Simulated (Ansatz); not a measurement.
**Ta4O: a faulty run and its cure**

Someone meant to compute Ta4O with PBEsol, plane waves and PAW in Ansatz and wrote this input.

```yaml
crystal:
  lattice:
    - [1.72379249, 0.0, 0.0]
    - [0.0, 1.72379249, 0.0]
    - [0.0, 0.0, 3.9208528424]
  atoms:
    - { symbol: Ta, position: [0.0, 0.0, 0.5] }
    - { symbol: Ta, position: [0.5, 0.5, 0.783158] }
    - { symbol: Ta, position: [0.5, 0.5, 0.216842] }
    - { symbol: Ta, position: [0.0, 0.0, 0.0] }
    - { symbol: O, position: [0.5, 0.5, 0.5] }
basis:
  ecutwfc: 420
kpoints:
  mp_grid: { grid: [12, 12, 6] }
hamiltonian:
  xc: pbesol
scf:
  occupations: { method: gaussian, width: 0.1 }
  max_iter: 74
output:
  forces: true
  stress: true
  eigenvalues: true
```

Command:

```bash
ansatz run input.yaml --threads 1 --pin off --max-ram 2560MiB --backend cpu --events-out ev --progress --plain --runs-dir out
```

The program printed (HF is the Harris–Foulkes energy, dr2 the density residual in eV):

```text
Pseudopotential: Ta, paw, valence charge 13, recommended cutoff 420 eV (normal)
Pseudopotential: O, paw, valence charge 6, recommended cutoff 420 eV (normal)
Crystal: 5 atoms, lattice volume = 11.651 Å³
Basis set: ecut = 420 eV, 229 PW (Γ), exchange–correlation on 24×24×54 points (8 copies of the dense FFT grid, shifted against one another)
Bands: 35, of which v1, the nominal top of the filled ones, is band 29 counted from 1 (28 counted from 0)
Symmetry: 16 space group operations
Space group: P4/mmm (ITA 123), of the structure as read, at distance tolerance 2.3e-5 Å
k-points: 112 of 864
PAW frozen core: Ta, regenerated for the run's functional, and the local potential with it (the file was generated under x = pbe(κ = 0.804, μ = 0.2195), c = pbe(β = 0.0667))
PAW frozen core: O, regenerated for the run's functional, and the local potential with it (the file was generated under x = pbe(κ = 0.804, μ = 0.2195), c = pbe(β = 0.0667))
Initial density: superposition of atomic densities, corrected by the library's trained network
SCF iter   1: HF=-47781.923574 eV  Δρ=1.11e1  dr2=2.78e4
SCF iter   2: HF=-67626.127437 eV  Δρ=1.18e1  dr2=5.02e4
SCF iter   3: HF=-44219.168047 eV  Δρ=6.63e0  dr2=1.64e4
SCF iter   4: HF=-40200.303844 eV  Δρ=4.16e0  dr2=6.21e3
   ...
SCF iter  12: HF=-38952.210712 eV  Δρ=2.19e-4  dr2=7.08e-6
SCF iter  13: HF=-38952.210476 eV  Δρ=2.47e-5  dr2=2.20e-8
SCF iter  14: F=-38952.210476 eV  HF=-38952.210476 eV  Δρ=5.17e-6  dr2=4.32e-9
SCF 1 converged in 14 iterations: F = -38952.210476 eV  dr2 = 4.32e-9
SCF converged after 14 iterations
Free energy (F): -38952.210476 eV
E sigma→0 (E₀):  -38952.209683 eV
Entropy (-TS):   -0.001586 eV (-0.317 meV/atom)
Fermi energy:    127.804729 eV
--- Forces (eV/Å), atoms counted from 1 ---
  atom   1  Ta    -0.00000000     0.00000000     0.00000000
  atom   2  Ta     0.00000000     0.00000000   -33.03186359
  atom   3  Ta     0.00000000     0.00000000    33.03186359
  atom   4  Ta    -0.00000000     0.00000000     0.00000000
  atom   5  O      0.00000000     0.00000000     0.00000000
--- Stress (GPa, compression-positive) ---
    23163.515493       0.000000       0.000000
        0.000000   23163.515493       0.000000
        0.000000       0.000000   24278.989552
  P = ⅓ Tr σ = 23535.3402 GPa (235353.402 kbar)
```

**Question.** What is the cause?
A. A relaxation cut at too few steps
B. An SCF threshold too tight for the iterations allowed
C. Starting moments without spin polarisation
D. Lattice vectors converted from bohr twice
E. An atom left out of the cell, with fixed occupations

**Answer.** D. Every length is 0.529 of its true value, so the cell is crushed to 15 % of its volume. The cure is the vectors in angstrom.

Fix (which also takes the iteration limit of the reference run):

```diff
 crystal:
   lattice:
-    - [1.72379249, 0.0, 0.0]
-    - [0.0, 1.72379249, 0.0]
-    - [0.0, 0.0, 3.9208528424]
+    - [3.257497, 0.0, 0.0]
+    - [0.0, 3.257497, 0.0]
+    - [0.0, 0.0, 7.409341]
 scf:
-  max_iter: 74
```

The mended run converges, with a pressure of -8.16 GPa, a largest force of 0.094 eV/Å, no gap. The faulty run's energy lay 167 eV per atom higher.

The mended run took 23 s on 1 thread of Arm Neoverse V1 (shared host), peak memory 0.46 GiB.